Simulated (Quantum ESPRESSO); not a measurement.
Kohn-Sham bands of TiTe₂ (P-3m1)

```
CELL_PARAMETERS angstrom
      3.82421     0.00000     0.00000
     -1.91210     3.31186     0.00000
      0.00000     0.00000     6.71825
ATOMIC_POSITIONS crystal
  Ti 0.00000 0.00000 0.00000
  Te 0.66667 0.33333 0.74983
  Te 0.33333 0.66667 0.25017
```

Cell from Materials Project (mp-1907), symmetrised, no further relaxation. COD (Crystallography Open Database) has an entry of this formula and space group (matched by these alone). Computed values, not measurements, from PBEsol: Quantum ESPRESSO (norm-conserving PseudoDojo potentials, cutoff 68 Ry, spinors with spin-orbit coupling) on a Γ-centred 6×6×4 mesh, then Wannier90. Density: 12×12×6 mesh, cold smearing 0.01 Ry. The cell is built of weakly bound layers, chains or molecules, whose nearest atoms lie 4.02 Å apart. Database cells relaxed without dispersion often hold them too far apart, which can enlarge gaps and weakens couplings between them; spacing and stacking were not compared with the measured crystal.

Task: List the Kohn-Sham levels between −8 and 3.0 eV relative to the Fermi level at the high-symmetry points, as a band run of pw.x on that density gives them (levels within 2 meV counted together).

Result: 
```json
[
 {"point": "Γ", "k (reciprocal lattice)": "0.000 0.000 0.000", "levels (eV)": "-4.96 (×2), -1.93 (×2), -1.64 (×2), -0.14 (×2), 0.30 (×2), 0.31 (×2), 0.36 (×2), 0.92 (×2), 1.27 (×2), 2.89 (×2)"},
 {"point": "M", "k (reciprocal lattice)": "0.500 0.000 0.000", "levels (eV)": "-4.86 (×2), -3.74 (×2), -2.49 (×2), -2.39 (×2), -1.80 (×2), -1.07 (×2), 0.00 (×2), 1.01 (×2), 1.31 (×2), 2.43 (×2)"},
 {"point": "K", "k (reciprocal lattice)": "0.333 0.333 0.000", "levels (eV)": "-4.15 (×2), -3.81 (×2), -3.44 (×2), -2.51 (×2), -2.21 (×2), -2.10 (×2), 0.81 (×2), 1.24 (×2), 1.32 (×2), 2.05 (×2), 2.07 (×2)"},
 {"point": "A", "k (reciprocal lattice)": "0.000 0.000 0.500", "levels (eV)": "-3.51 (×2), -2.42 (×2), -1.87 (×2), -1.60 (×2), 0.30 (×4), 0.38 (×2), 0.90 (×2), 1.07 (×2)"},
 {"point": "L", "k (reciprocal lattice)": "0.500 0.000 0.500", "levels (eV)": "-4.93 (×2), -4.33 (×2), -2.41 (×2), -1.94 (×2), -1.28 (×2), -0.64 (×2), -0.25 (×2), 1.01 (×2), 1.29 (×2), 2.69 (×2)"},
 {"point": "H", "k (reciprocal lattice)": "0.333 0.333 0.500", "levels (eV)": "-4.08 (×2), -3.90 (×2), -3.71 (×2), -2.96 (×2), -1.75 (×2), -1.67 (×2), 0.82 (×2), 0.93 (×2), 0.99 (×2), 2.77 (×2), 2.83 (×2)"}
]
```
